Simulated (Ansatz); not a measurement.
HfN:
```
CELL_PARAMETERS angstrom
      0.00000     2.26292     2.26292
      2.26292     0.00000     2.26292
      2.26292     2.26292     0.00000
ATOMIC_POSITIONS crystal
  Hf 0.00000 0.00000 0.00000
  N  0.50000 0.50000 0.50000
```

Relaxed with r²SCAN. Special points in fractions of this cell's reciprocal vectors: Γ (0.000, 0.000, 0.000); X (0.500, 0.000, 0.500); U (0.625, 0.250, 0.625); K (0.375, 0.375, 0.750); L (0.500, 0.500, 0.500); W (0.500, 0.250, 0.750).

Problem. List the band energies nearest the Fermi level at these points for r²SCAN in the plane-wave PAW code Ansatz.

Solution. In eV from the Fermi level; about four levels below and three above (degenerate sets whole), none deeper than 8.9 eV; … stands for higher levels left out; points with the same levels are listed once.

```
k                                below           above
-  -----------------------------------  --------------
Γ  -3.32 -3.32 -3.32 -0.35 -0.35 -0.35          1.98 …
X              -5.92 -4.06 -4.06 -3.88  4.13 5.50 5.50
U              -6.73 -6.00 -5.36 -0.87  3.94 4.47 6.09
L                          -6.63 -6.63  3.33 3.73 3.73
W                    -6.55 -5.91 -5.91  1.14 1.14 5.52
```

Space group Fm-3m (rock salt). The cell was relaxed with r²SCAN under the symmetry of its start. No spin polarisation was allowed. With an odd number of electrons in the cell and no spin polarisation, the count alone makes it a metal. Spin–orbit coupling is left out wherever it is not named.

Potentials: the earlier of the program's two PAW sets.
